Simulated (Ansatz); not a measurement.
**How much do the gradients of BaV2Co3H2O10 depend on the method?**

Cell: a diffraction structure from the COD whose atoms were relaxed with PBE, the cell held.

```
CELL_PARAMETERS angstrom
2.96050 1.70925 7.00533
-2.96050 1.70925 7.00533
0.00000 -3.41849 7.00533
ATOMIC_POSITIONS crystal
Ba 0.50000 0.50000 0.50000
V 0.08652 0.08652 0.08652
V 0.91348 0.91348 0.91348
Co 0.50000 0.50000 0.00000
Co 0.00000 0.50000 0.50000
Co 0.50000 0.00000 0.50000
H 0.76145 0.76145 0.76145
H 0.23855 0.23855 0.23855
O 0.16652 0.16652 0.16652
O 0.83348 0.83348 0.83348
O 0.22393 0.73470 0.22393
O 0.22393 0.22393 0.73470
O 0.73470 0.22393 0.22393
O 0.77607 0.26530 0.77607
O 0.26530 0.77607 0.77607
O 0.77607 0.77607 0.26530
O 0.71314 0.71314 0.71314
O 0.28686 0.28686 0.28686
```

Atom numbers follow the list; atoms alike are taken as one site, whose name carries the number of the first.

First run. Computed with Ansatz: DFT, PBE, plane waves and PAW, scalar-relativistic, collinear spin, 420 eV cutoff, Γ-centred 5×5×5 k-points, Fermi–Dirac smearing 0.02 eV. Start moments as typed (μB): 0 0 0 3 -3 3 0 0 0 0 0 0 0 0 0 0 0 0 by atom.

| site | atom | V_zz (10²¹ V/m²) | η | m (μB) |
| --- | --- | --- | --- | --- |
| Ba | 1 | -17.10 | 0.00 | 0.00 |
| V | 2 | -0.53 | 0.05 | 0.02 |
| Co4 | 4 | -8.13 | 0.55 | 2.35 |
| Co5 | 5 | -10.69 | 0.33 | -2.26 |
| H | 7 | 2.43 | 0.00 | 0.00 |
| O9 | 9 | 2.02 | 0.03 | 0.00 |
| O11 | 11 | -3.53 | 0.69 | 0.01 |
| O13 | 13 | -3.65 | 0.55 | 0.06 |
| O17 | 17 | 6.15 | 0.04 | 0.03 |

Second run. The same atoms and settings, except that a Hubbard term is added (U = 4.4 eV on Co d).

(1) Given the first result, estimate the second.

Results:

(1) 

```
site  atom    V_zz     η  change of V_zz  m (μB)
  Ba     1  -17.12  0.00           -0.02    0.00
   V     2   -0.60  0.10           -0.07    0.02
 Co4     4   10.39  0.69               –    2.52
 Co5     5  -10.61  0.56           +0.08   -2.51
   H     7    2.46  0.00           +0.03    0.00
  O9     9    1.91  0.01           -0.11    0.00
 O11    11   -2.94  0.97           +0.59    0.01
 O13    13   -3.01  0.93           +0.64    0.03
 O17    17    7.61  0.03           +1.46    0.02
```

The largest change of V_zz along a kept axis is on O17, from 6.15 to 7.61. The whole tensor moves most on Co4, by 4.30 along its most changed direction. In per cent, |V_zz| changes by 0 on Ba, +13 on V, -1 on Co, +1 on H, -18 to +24 on O (all sites that start above 0.5, bar those whose gradient vanishes or changes sign or whose main axis turns by over 40°). Where |V_zz| stays above 0.1 and the axes keep their order, η moves most on O13, from 0.55 to 0.93. On Co4 the largest principal value lies along another axis in the second run, so the two V_zz can't be compared directly. The absolute magnetisation of the cell goes from 8.2 to 8.6 μB.

With these PAW files V_zz is typically within 2 to 3 % of all-electron values, but misses above 10 % occur on Co. The entry's hydrogen positions were far off; the other atoms hardly move on relaxation. The magnetic order is the one that the run reached from its start moments, not necessarily the measured one.
For the first run: The largest force is 0.4 eV/Å, so the atoms aren't at the calculated equilibrium and relaxing them would move these values. The electronic state that the run reached has lower symmetry than the atoms (orbital or charge order), so like atoms can differ and cubic sites can carry a gradient. Without spin–orbit coupling (the program notes it for Ba) the gradients can shift somewhat, as the gap is small. With a gap of 0.4 eV on this mesh, small gradients can still move by 0.1 × 10²¹ V/m² or more as the k-mesh gets denser.
For the second run: The largest force is 0.5 eV/Å, so the atoms aren't at the calculated equilibrium and relaxing them would move these values. Without spin–orbit coupling (the program notes it for Ba) the gradients are little affected as a rule: paired runs on crystals with a gap mostly move them by under 2 % at such atoms.
